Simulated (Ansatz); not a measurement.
Values for one crystal, relaxed and computed with plane-wave PAW r²SCAN (Ansatz code); other levels are named.

- Volume per atom = 16.78 Å³
- Electronic character = metallic (no gap)
- Formation energy from the elements (no fitted shifts) = -0.48 eV/atom
- Density of states at the Fermi level = 0.44 states/eV per atom (mean over ±0.08 eV)

Task: Which compound is it?
A. TiSi, Pnma (Ti on 4c, Si on 4c)
B. EuGaSi, P-6m2 (Eu on 1a, Ga on 1d, Si on 1f)
C. Ta3Si, P4_2/n (Ta on 8g, Ta on 8g, Ta on 8g, Si on 8g)
D. FeSi2, P4/mmm (Fe on 1c, Si on 2g)

Result: C, Ta3Si, P4_2/n (Ta on 8g, Ta on 8g, Ta on 8g, Si on 8g)

The first step of the workflow began from a Materials Project structure, measured or hypothetical; the Crystallography Open Database copy checked does not list it. Whether it is the stable phase at ambient conditions was not checked. The cell was relaxed with r²SCAN under the symmetry of its start; its stability against distortions is not shown here. No spin polarisation was allowed. The references are the lowest solids computed at this level, not always the standard phases. Spin–orbit coupling is left out wherever it is not named.

Potentials: the later of the program's two PAW sets.
